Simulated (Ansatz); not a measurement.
W2N (anti-CdI2 type, P-3m1) under volume change, plane-wave PAW r²SCAN (Ansatz code), shape and atoms relaxed at each volume.

```csv
V (Å³/atom),E − E(relaxed) (meV/atom),P (GPa)
11.083,[?],[?]
11.448,53.6,24.84
11.813,12.7,11.41
12.179,0.0,0.00
12.544,[?],[?]
12.909,43.0,-17.86
13.275,91.8,-24.76
```

Problem. Fill in the missing entries.

Solution. 
- 12.544, E − E(relaxed) (meV/atom): 11.3
- 12.544, P (GPa): -9.67
- 11.083, E − E(relaxed) (meV/atom): 127.7
- 11.083, P (GPa): 40.63

Problem. What does a third-order Birch–Murnaghan fit give for V₀, B₀ and B′?

Solution. V₀ = 12.18 Å³/atom, B₀ = 349 GPa, B′ = 4.5.

A made-up cell: these elements were put on the sites of a structure type; neither database checked (COD, Materials Project) lists it. Its standing as an ambient phase is unchecked. The cell was relaxed with r²SCAN under the symmetry of its start; its stability against distortions is not shown here. No spin polarisation was allowed. Spin–orbit coupling is left out wherever it is not named.

Potentials: the later of the program's two PAW sets.
